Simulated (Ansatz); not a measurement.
## What DFT gives for CsIr$_{4}$Cl

```
Cs Cl Ir
1.0
     0.00000    4.24100    4.24100
     4.24100    0.00000    4.24100
     4.24100    4.24100    0.00000
Cs Cl Ir
1 1 4
Direct
  0.50000 0.50000 0.50000
  0.00000 0.00000 0.00000
  0.12700 0.12700 0.12700
  0.61900 0.12700 0.12700
  0.12700 0.12700 0.61900
  0.12700 0.61900 0.12700
```

Method: PBE, no spin polarisation; PAW, plane waves to 420 eV, 7×7×7 Γ-centred mesh, fermi-dirac occupations (width 0.1 eV) (Ansatz 0.2.0), atoms fixed.

Task: Is it stable against the elements?

Result: 2.18 eV an atom against the elements' usual phases (free molecules for gases, crystals otherwise, with no correction for O₂ or N₂), so at this geometry it isn't bound against them. Relaxing would lower it.

Task: Which element gives electrons and which takes them?

Result: Bader charges in e: Cs +0.70, Ir -0.08, Cl -0.37. In the mean Cs gives up most and Cl takes most.

Task: Is the cell too large or too small?

Result: The pressure is 20.6 GPa (compression positive), so with the atoms held at these fractions the cell would first expand; the forces are large, so a full relaxation may end otherwise.

Task: Metal or insulator?

Result: It is a metal, with about 4.3 states/eV a cell as the mean within 0.25 eV of the Fermi level, mostly Ir d (81 %).

Task: Which atom feels the largest force, and which way?

Result: The largest is on Ir3 (and as large on other atoms): 11.26 eV/Å, components (6.50, 6.50, 6.50). It makes 180° with the line to a nearest neighbour, Cl2 at 1.87 Å, pointing away from it.

Origin: a known structure type with other elements, at an estimated volume, so it need not be a known compound. Caveats: many states at the Fermi level without spin polarisation, so a magnetic state may lie lower; correlation that this level lacks may open a gap in such a compound; atoms or cell far from equilibrium.
